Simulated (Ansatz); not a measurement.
Mo (bcc (W type), space group No. 229) at seven volumes, PBEsol in the plane-wave PAW code Ansatz, scaled uniformly. One row is withheld.

```json
[
 {"V (Å³/atom)": "13.943", "P (GPa)": "32.48"},
 {"V (Å³/atom)": "14.403", "P (GPa)": "19.89"},
 {"V (Å³/atom)": "14.863", "P (GPa)": "9.15"},
 {"V (Å³/atom)": "15.322", "P (GPa)": "0.00"},
 {"V (Å³/atom)": "15.782", "P (GPa)": "-7.80"},
 {"V (Å³/atom)": "16.242", "P (GPa)": "?"},
 {"V (Å³/atom)": "16.701", "P (GPa)": "-20.10"}
]
```

**Question.** Fit the shown pressures and predict the withheld one.

**Answer.** P = (3/2)B₀(x^(7/2) − x^(5/2))[1 + (3/4)(B′ − 4)(x − 1)] with x = (V₀/V)^(2/3). Least squares on the six rows gives V₀ = 15.323 Å³/atom, B₀ = 281 GPa, B′ = 4.30. At V = 16.242, x = 0.9619 and P = -14.44 GPa. The run itself gave -14.44 GPa.

Space group Im-3m (bcc (W type)). The cell was relaxed with PBEsol under the symmetry of its start. No spin polarisation was allowed.

Potentials: the later of the program's two PAW sets.
